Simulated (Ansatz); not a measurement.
HfSi (rock salt), relaxed with HSE06 (Ansatz, a first-principles code, plane waves, PAW): a = b = c = 5.346 Å, α = β = γ = 90.00°.

| Property | Value |
|---|---|
| B₀ by P(V) fit (GPa) | 120 |

Task: The same phase is relaxed and computed with PBE in the same code. What are the cell and these values now?

Result: a = 5.355 Å, b = 5.355 Å, c = 5.355 Å, α = 90.00°, β = 90.00°, γ = 90.00°.

- B₀ by P(V) fit (GPa) = 117

Constructed cells (a structure type filled with these elements, in neither database checked): HfSi, rock salt. All cells were relaxed under the symmetry of their starts (and spin orders); stability against distortions was not tested throughout. Rows with no word on spin ran without spin polarisation. Spin–orbit coupling is left out wherever it is not named.

Potentials: the later of the program's two PAW sets.

Ansatz is a plane-wave DFT program.
